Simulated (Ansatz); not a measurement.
What DFT gives for Ba2BiSb2

```xyz
5
Lattice="-2.4232 3.8790 4.9952 2.4232 -3.8790 4.9952 2.4232 3.8790 -4.9952" Properties=species:S:1:pos:R:3 pbc="T T T"
Bi    0.0000    0.0000    0.0000
Ba    0.0000    3.8790    2.2000
Ba    2.4232    0.0000    2.7952
Sb    0.0000    1.5640    4.9952
Sb    2.4232    2.3150    0.0000
```

The numbers come from plane-wave PAW DFT (Ansatz): r2SCAN, no spin polarisation, 500 eV, 8×8×8 Γ-centred k points, fermi-dirac occupations (width 0.1 eV). Nothing was relaxed.

Problem. How is the charge shared?

Solution. Bader charges in e: Ba +1.28, Bi -0.45, Sb -1.06. In the mean Ba gives up most and Sb takes most.

Problem. Metal or insulator?

Solution. It is a metal, with about 2.1 states/eV a cell as the mean within 0.25 eV of the Fermi level, mostly Sb p (50 %) and Bi p (28 %).

Problem. Are the atoms at rest?

Solution. Nearly at rest: the largest force is 0.020 eV/Å.

Problem. Is it stable against the elements?

Solution. -1.01 eV an atom against the elements' usual phases (free molecules for gases, crystals otherwise, with no correction for O₂ or N₂), so it is bound against them; other compounds may still compete. Relaxing would lower it.

Problem. Is the cell too large or too small?

Solution. The pressure is -0.2 GPa (compression positive), so with the atoms held at these fractions the cell is close to zero pressure. The principal stresses -0.8, -0.5, 0.7 GPa differ, so its shape would change too.

Origin: a database entry at a rescaled volume.
